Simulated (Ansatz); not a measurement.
**YHg2: frozen-core PAW against all-electron methods**

```
Y Hg
1.0
     4.77100    0.00000    0.00000
    -2.38550    4.13181    0.00000
     0.00000    0.00000    3.53600
Y Hg
1 2
Direct
  0.00000 0.00000 0.00000
  0.33333 0.66667 0.50000
  0.66667 0.33333 0.50000
```

Atom numbers follow the list: Y1, Hg2, Hg3.

The cell is COD entry 1522355, as deposited and not checked against the literature; nothing was relaxed.

Spin polarisation is left out, and whether a magnetic state lies lower isn't shown here.

Spin–orbit coupling is left out, though it moves levels of the heavy atoms by tenths of an eV or more.

Methods: DFT, PBEsol, PAW with Ansatz's default frozen-core files, scalar-relativistic (Ansatz 0.2.0); DFT, PBEsol, all-electron LAPW, scalar-relativistic (Ansatz 0.2.0).

For PAW: a Γ-centred 10×10×12 k mesh, Fermi–Dirac smearing of 0.03 eV, cutoff 420 eV, no spin polarisation; the PAW files were made with PBE, and the program remakes their frozen cores for this functional. LAPW targets a basis error of 1 meV/atom. The Ansatz runs share mesh, smearing and spin set-up. Plane-wave (PAW) pressures include the program's estimate of the Pulay term.

Stress and pressure are positive in compression.

Levels count from the Fermi level.

PAW results:

```
                      quantity     PAW
                pressure (GPa)    0.40
               stress xx (GPa)    1.46
               stress zz (GPa)   -1.72
highest filled level at Γ (eV)  -0.086
  lowest empty level at Γ (eV)   0.709
highest filled level at A (eV)  -3.623
  lowest empty level at A (eV)   1.126
```

Q: What does all-electron LAPW give for the same quantities?

A: 
| quantity | LAPW |
| --- | --- |
| pressure (GPa) | 0.40 |
| stress xx (GPa) | 1.46 |
| stress zz (GPa) | -1.72 |
| highest filled level at Γ (eV) | -0.086 |
| lowest empty level at Γ (eV) | 0.708 |
| highest filled level at A (eV) | -3.623 |
| lowest empty level at A (eV) | 1.127 |
